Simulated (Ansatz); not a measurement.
SrAl2H2 in space group P-3m1 (No. 164; H on 2d, Al on 2d, Sr on 1a), r²SCAN in the plane-wave PAW code Ansatz, all energies at zero smearing, with the estimated change up to a 700 eV cutoff added, with one set of potentials and settings (totals compare only within such a set). Cell of 5 atoms (2 H, 2 Al, 1 Sr): -4669.698 eV.

```csv
element,reference phase,E (eV/atom)
H,"P2_12_12_1, 8 atoms in the cell",-15.9458
Al,"Fm-3m, 1 atoms in the cell",-540.4083
Sr,"P6_3/mmc, 2 atoms in the cell",-3555.1144
```

Formation energy per atom, worked out: (-4669.698 − 2×(-15.9458) − 2×(-540.4083) − 1×(-3555.1144))/5 = -0.375 eV/atom (-36 kJ per mol of atoms), at 0 K, without zero-point energy or fitted corrections.

The workflow started from an entry of the Crystallography Open Database (COD). Its standing as an ambient phase is unchecked. Symmetry was held in the r²SCAN relaxation; its stability against distortions is not shown here. The references are the lowest solids computed at this level, not always the standard phases (solids in place of the gases).

Potentials: the later of the program's two PAW sets.
